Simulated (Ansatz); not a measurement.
Computed with Ansatz 0.2.0, DFT PBE, scalar-relativistic, plane waves, PAW. Cutoff 420 eV, Γ-centred 10×10×10 mesh (10-atom cell), Gaussian smearing of 0.02 eV, no spin polarisation.

Formation energies are uncorrected and refer to the elements' standard structures at the same level.

**Question.** Propose a candidate for a tetragonal semiconductor with formula Al3Ga2As5, with a gap near 1.0 eV, a formation energy near −0.43 eV/atom and a density near 4.19 g/cm³, in a cell of 10 atoms. Its symmetry should be I-4m2 (No. 119).

**Answer.** Al3Ga2As5, space group I-4m2 (No. 119). Al on a site of symmetry -4m2 is surrounded by 4 As at 2.48 Å; around Al on a site of symmetry 2mm lie 4 As at 2.48 Å; Ga is surrounded by 4 As at 2.49 Å; As on a site of symmetry 2mm is surrounded by 2 Al at 2.48 Å and 2 Ga at 2.49 Å; 2 more sites not described.

```xyz
10
Lattice="-2.0276 2.0276 14.3389 2.0276 -2.0276 14.3389 2.0276 2.0276 -14.3389" Properties=species:S:1:pos:R:3 pbc="T T T"
Al    0.0000    0.0000    0.0000
Al    0.0000    0.0000   17.2011
Al    0.0000    0.0000   11.4767
Ga    0.0000    0.0000    5.7318
Ga    0.0000    0.0000   22.9459
As    0.0000    2.0276    4.2883
As    2.0276    0.0000    7.1694
As    0.0000    2.0276   10.0506
As    2.0276    0.0000   12.9076
As    2.0276    0.0000    1.4313
```

* Volume per atom: 23.58 Å³
* Density: 4.19 g/cm³
* Formation energy: −0.432 eV/atom
* Gap on the 10×10×10 mesh of the 10-atom cell: 1.04 eV

The structure comes from a generated guess, relaxed at this level; another structure or a mixture of phases may lie lower. The answer needn't be unique; the calculation gave this one.

Kohn–Sham gaps at this level usually fall short of measured ones. The reference form of As is held partly by dispersion forces, which this level lacks. Symmetry constrained the relaxation, so the result can be a saddle point.
